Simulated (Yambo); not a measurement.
Optical response of Ta

```xyz
1
Lattice="-1.6549 1.6549 1.6549 1.6549 -1.6549 1.6549 1.6549 1.6549 -1.6549" Properties=species:S:1:pos:R:3 pbc="T T T"
Ta     0.0000     0.0000     0.0000
```

Yambo, RPA with local fields on PBEsol bands; 18×18×18 mesh, 26 bands, 4 Ry local-field block, 0.25 eV broadening; field along x.

```
E (eV)  Im ε  Im ε, independent particles
------  ----  ---------------------------
0.6     4.62                         4.64
1.1     6.48                         6.51
1.6     7.15                         7.18
2.1     10.4                         10.5
2.6     13.0                         13.1
3.1     14.3                         14.3
3.6     14.5                         14.7
4.1     12.9                         13.2
4.6     14.1                         14.5
5.1     19.0                         19.7
5.6     14.3                         14.3
6.1     9.47                         9.34
6.6     5.84                         5.77
7.1     4.47                         4.45
7.6     3.99                         3.97
8.1     4.06                         4.06
8.6     4.44                         4.37
9.1     4.40                         4.30
9.6     3.93                         3.79
10.1    3.43                         3.29
10.6    3.04                         2.90
11.1    2.58                         2.49
11.6    2.62                         2.51
12.1    2.16                         2.09
12.6    2.17                         2.11
13.1    1.89                         1.88
13.6    2.03                         2.11
14.1    1.97                         2.13
14.6    2.11                         2.30
15.1    1.97                         2.18
15.6    1.63                         1.79
16.1    1.30                         1.40
16.6    1.17                         1.26
17.1    0.98                         1.06
17.6    0.67                         0.71
18.1    0.52                         0.55
18.6    0.40                         0.43
19.1    0.42                         0.45
19.6    0.41                         0.43
```

Only interband transitions are included: the Drude term is missing, so nothing below about 0.6 eV and no real part is shown. Structure narrower than a few tenths of an eV can come from the finite k mesh.

Spin-orbit coupling is left out; for elements this heavy it splits bands near the Fermi level.

Geometry of the Materials Project entry, not relaxed at this level.
